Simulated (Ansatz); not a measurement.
SrO:
```
CELL_PARAMETERS angstrom
      0.00000     2.53233     2.53233
      2.53233     0.00000     2.53233
      2.53233     2.53233     0.00000
ATOMIC_POSITIONS crystal
  Sr 0.50000 0.50000 0.50000
  O  0.00000 0.00000 0.00000
```

Relaxed with LDA. Special points in fractions of this cell's reciprocal vectors: Γ (0.000, 0.000, 0.000); X (0.500, 0.000, 0.500); U (0.625, 0.250, 0.625); K (0.375, 0.375, 0.750); L (0.500, 0.500, 0.500); W (0.500, 0.250, 0.750).

List the band energies nearest the valence-band maximum at these points for plane-wave PAW LDA (Ansatz code).

In eV from the valence-band maximum; about four levels below and three above (degenerate sets whole), none deeper than 8.9 eV; points with the same levels are listed once.

```json
[
 {"k": "Γ", "below": "0.00 0.00 0.00", "above": "4.14 6.26 6.26 6.26"},
 {"k": "X", "below": "-0.31 -0.04 -0.04", "above": "3.12 8.16 10.52"},
 {"k": "U", "below": "-0.98 -0.58 -0.38", "above": "4.74 8.05 9.14"},
 {"k": "L", "below": "-2.31 -1.22 -1.22", "above": "6.68 8.58 9.13 9.13"},
 {"k": "W", "below": "-1.20 -0.37 -0.37", "above": "6.05 6.05 9.02"}
]
```

Space group Fm-3m (rock salt). Symmetry was held in the LDA relaxation. Spin–orbit coupling is left out wherever it is not named.

Potentials: the earlier of the program's two PAW sets. The files were generated under PBE; for other functionals the program regenerates the frozen cores, and for LDA and PBEsol the local potential too.
